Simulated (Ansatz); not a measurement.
**Relaxing a structure of La**

The start is a generated trial cell of La in the AFLOW prototype A_tI2_139_a (A_a). The cell and all atomic positions are relaxed at zero pressure with r2SCAN (plane waves to 500 eV, PAW, scalar-relativistic; Ansatz, a quantum-chemistry and plane-wave program). First-step values are on the input's coarse k-mesh.

Ansatz input (later rounds restart from its end on a renewed k-mesh):
Ansatz 0.2 input:
```yaml
crystal:
  lattice:
    - [-2.2475851, 2.2475851, 1.8508852]
    - [2.2475851, -2.2475851, 1.8508852]
    - [2.2475851, 2.2475851, -1.8508852]
  atoms:
    - { symbol: La, position: [0, 0, 0] }
basis: { ecutwfc: 500, ecutrho_ratio: 4, xc_grid: 4, fft_grid_basis: typed }
kpoints: { mp_grid: { grid: [11, 11, 11] } }
hamiltonian:
  xc: r2scan
  dispersion: none
  pseudopotentials: { azcp: { folder: ./paw }, kind: paw }
scf: { occupations: { method: fermi_dirac, width: 0.05 } }
relax: { f_tol: 0.01, max_steps: 100, cell: { stress_tol: 0.02 } }
output: { forces: true, stress: true }
```

| Quantity | Value |
|---|---|
| Energy released | under 0.01 eV/atom |
| Volume change | -0.3 %, from 37.40 to 37.27 Å³/atom |
| Band gap at the end | no gap (metallic) |
| Optimiser moves | 4 |

The end point of the relaxation:

Space group I4/mmm (No. 139); a = b = 4.442 Å, c = 3.778 Å, α = β = γ = 90.00°

```tsv
atom	site	symmetry	x	y	z
La	2a	4/mmm	0.0000	0.0000	0.0000
```
(The calculation used a cell of 1 atom; values per cell refer to that cell.)

Final values are on a 16×16×16 k-mesh of the relaxed cell. No spin polarisation in the result.

The run could not lower the symmetry of its start; a shaken copy of this end point relaxes with r2SCAN to P-1 (No. 2) at a tolerance of 0.01 Å, C2/m (No. 12) at 0.1 Å, 0.08 eV/atom lower.

The relaxed structure here is a generated cell of La: the first start was made by placing the elements on the sites of a structure type, and the end was not matched to a known phase here, so it may be hypothetical. Known forms of La include space group No. 194.
